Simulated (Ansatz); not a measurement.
Relaxed-ion elastic tensor of Ga in space group Cmcm (No. 63; Ga on 8g) in GPa (Voigt order), plane-wave PAW PBEsol (Ansatz code); density 5.83 g/cm³, 19.87 Å³ per atom.

```
 116  36.6  38.6   0.0   0.0   0.0
36.6  78.7  29.9   0.0   0.0   0.0
38.6  29.9  79.5   0.0   0.0   0.0
 0.0   0.0   0.0  34.2   0.0   0.0
 0.0   0.0   0.0   0.0  29.5   0.0
 0.0   0.0   0.0   0.0   0.0  31.2
```

### Question
Is the crystal mechanically stable?

### Answer
Yes: the smallest eigenvalue of C is 29.5 GPa.

### Question
Work out the Voigt, Reuss and Hill averages.

### Answer
K_V = 53.8, K_R = 51.5, K_H = 52.6; G_V = 30.2, G_R = 29.6, G_H = 29.9 GPa.

### Question
Give Young's modulus, Poisson's ratio, Pugh's ratio and the universal anisotropy index.

### Answer
E = 9KG/(3K + G) = 75.5 GPa; ν = 0.26; K/G = 1.76 (near the Pugh limit of 1.75, no verdict); A_U = 5G_V/G_R + K_V/K_R − 6 = 0.15.

### Question
Estimate the sound speeds and the Debye temperature.

### Answer
v_l = √((K + 4G/3)/ρ) = 3980 m/s, v_t = √(G/ρ) = 2270 m/s, mean 2520 m/s; Θ = (h/k)(3n/4πV)^(1/3) v_m = 277 K.

### Question
Solve the Christoffel equation for the three sound speeds along x, y, z.

### Answer
Eigenvalues of C_ijkl n_j n_l equal ρv². In km/s, slowest first: x 2.25, 2.32, 4.45; y 2.32, 2.42, 3.68; z 2.25, 2.42, 3.69.

### Question
How much does each axis shrink under pressure?

### Answer
Linear compressibilities β_i = Σ_j S_ij (j = 1 to 3): x 3.5, y 8.1, z 7.8 per TPa.

The first step of the workflow began from a Materials Project structure, measured or hypothetical; the Crystallography Open Database files this formula in space group No. 63, but the cells were not matched. It is not the phase usual at ambient conditions (space group No. 64). Symmetry was held in the PBEsol relaxation; whether a distortion lowers the energy is not shown. As this level gives no gap, shear constants depend on the k-mesh and smearing (Fermi–Dirac, 0.1 eV here).

Potentials: the earlier of the program's two PAW sets. The files were generated under PBE; for other functionals the program regenerates the frozen cores, and for LDA and PBEsol the local potential too.
